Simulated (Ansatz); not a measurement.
Y (hcp (Mg type), P6_3/mmc) under volume change, PBEsol (plane waves, PAW; program Ansatz), shape and atoms relaxed at each volume.

```csv
V (Å³/atom),E − E(relaxed) (meV/atom),P (GPa)
28.484,37.9,4.57
29.423,16.2,2.87
30.363,3.9,1.36
31.302,0.0,0.00
32.241,3.6,-1.21
33.180,13.9,-2.29
34.119,30.2,-3.24
```

What does a third-order Birch–Murnaghan fit give for V₀, B₀ and B′?

V₀ = 31.30 Å³/atom, B₀ = 42.6 GPa, B′ = 2.8.

The cell was relaxed with PBEsol under the symmetry of its start; phonons on a q-mesh show no instability. The workflow began spin-polarised and lost its moments.

Potentials: the earlier of the program's two PAW sets.
